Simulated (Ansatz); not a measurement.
SiGe:
```
SiGe
1.0
    3.91984     0.00000     0.00000
    0.00000     3.92570     0.00000
    0.00000     0.00000     5.53416
Si Ge
2 2
Direct
  0.75000   0.00000   0.88023
  0.25000   0.00000   0.11977
  0.25000   0.50000   0.36916
  0.75000   0.50000   0.63084
```

Plane-wave PAW PBEsol (Ansatz code) gives a gap of 0.27 eV without spin–orbit coupling, maximum at Γ, minimum on the S–Y line, 5 % of the way from S.

### Question
What happens when spin–orbit coupling is switched on?

### Answer
The gap falls by 0.04 eV, to 0.23 eV; maximum at Γ, minimum on the S–Y line, 5 % of the way from S.

### Question
Give the electron effective mass with spin–orbit coupling.

### Answer
0.30, 0.41, 0.62 mₑ (principal values).

### Question
Give the hole effective mass with spin–orbit coupling.

### Answer
0.071, 0.22, 0.24 mₑ (principal values).

Space group Pmma. The start of the workflow was typed in or built on a structure type; neither database checked (COD, Materials Project) lists it. Whether it is the stable phase at ambient conditions was not checked. The cell was relaxed with PBEsol under the symmetry of its start; of distortions, only those at the zone centre were tested.

Potentials: the later of the program's two PAW sets.
